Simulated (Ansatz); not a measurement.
Relaxed-ion elastic tensor of SnO in space group P4/nmm (No. 129; Sn on 2c, O on 2a) in GPa (Voigt order), plane-wave PAW PBE+D3(BJ) (Ansatz code); density 6.38 g/cm³, 17.54 Å³ per atom.

```
90.8  79.8  12.0   0.0   0.0   0.0
79.8  90.8  12.0   0.0   0.0   0.0
12.0  12.0  39.1   0.0   0.0   0.0
 0.0   0.0   0.0  28.7   0.0   0.0
 0.0   0.0   0.0   0.0  28.7   0.0
 0.0   0.0   0.0   0.0   0.0  82.2
```

Question: Is the crystal mechanically stable?

Answer: Yes: the smallest eigenvalue of C is 10.9 GPa.

Question: Work out the Voigt, Reuss and Hill averages.

Answer: K_V = 47.6, K_R = 31.8, K_H = 39.7; G_V = 35.7, G_R = 16.1, G_H = 25.9 GPa.

Question: Give Young's modulus, Poisson's ratio, Pugh's ratio and the universal anisotropy index.

Answer: E = 9KG/(3K + G) = 63.9 GPa; ν = 0.23; K/G = 1.53 (brittle by the Pugh limit of 1.75); A_U = 5G_V/G_R + K_V/K_R − 6 = 6.55.

Question: Estimate the sound speeds and the Debye temperature.

Answer: v_l = √((K + 4G/3)/ρ) = 3410 m/s, v_t = √(G/ρ) = 2020 m/s, mean 2230 m/s; Θ = (h/k)(3n/4πV)^(1/3) v_m = 256 K.

Question: How much does each axis shrink under pressure?

Answer: Linear compressibilities β_i = Σ_j S_ij (j = 1 to 3): x 4.2, y 4.2, z 23 per TPa.

The cell was relaxed with PBE+D3(BJ) under the symmetry of its start; of distortions, only those at the zone centre were tested. As this level gives no gap, shear constants depend on the k-mesh and smearing (Fermi–Dirac, 0.1 eV here). Scalar-relativistic: spin–orbit coupling is off unless named, which matters more the heavier the elements.

Potentials: the later of the program's two PAW sets.
